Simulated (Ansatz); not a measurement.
Level: r2SCAN, no spin polarisation; 500 eV; 7×7×7 Γ-centred mesh; fermi-dirac occupations (width 0.0505 eV); Ansatz 0.2.0, fixed geometry.

Computed maps in the lattice plane spanned by b (left to right, 6.26 Å, 19 points from zero) and c (bottom to top, 6.26 Å, 19 points from zero), 60° apart, at height 0.725 along a. The fields are smooth PAW ones with compensation charges, not the true ones near nuclei.

Valence density. Digits on a logarithmic scale: 0 up to 0.03 e/Å³, each further digit a factor of 1.6, 9 from 1.3 e/Å³ up:
```
4556554433456664334
4566765433478997533
4568987543479999853
3469999754469999974
3458999964358999996
4456999975446999996
4345799975434689986
4344567776543456775
3445566666554434444
3455666666665544333
4567776666677765433
4568998666679997544
4569999866679999754
5568999976669999865
5556899976557999975
5555689875545689866
5555566665444556665
5555555554433444555
4555554443344433444
```

ELF. Ten even steps from '0' (0.04) to '9' (0.86):
```
5665665420036640024
5544445520179998202
3432223440189889920
1431001342069705980
0332060133029920894
0132100023205997896
0033210123410599996
0034433334431026873
0134554445544200110
1333355445543332000
4432234444432234422
5532012344431013454
5632000245430001355
5653050135531060246
4464200023542100246
4345432223443221245
4324653333333333346
5333466543100134456
5544455541000001355
```

The cell is Sr2ZnGa6W. Which atoms lie within 0.2 Å of this plane, and where (fractions of b and c)?

Ga at (0.28, 0.28), Ga at (0.28, 0.72), Ga at (0.72, 0.28), Sr at (0.75, 0.75). The whole cell:
```xyz
10
Lattice="0.0000 4.4259 4.4259 4.4259 0.0000 4.4259 4.4259 4.4259 0.0000" Properties=species:S:1:pos:R:3 pbc="T T T"
Zn    4.4259    4.4259    4.4259
W     0.0000    0.0000    0.0000
Ga    2.4342    4.4259    4.4259
Ga    4.4259    2.4342    4.4259
Ga    6.4175    4.4259    4.4259
Ga    4.4259    6.4175    4.4259
Ga    4.4259    4.4259    2.4342
Ga    4.4259    4.4259    6.4175
Sr    2.2129    2.2129    2.2129
Sr    6.6388    6.6388    6.6388
```

Origin: a known structure type with other elements, at an estimated volume, so it need not be a known compound. Caveats: atoms or cell far from equilibrium.
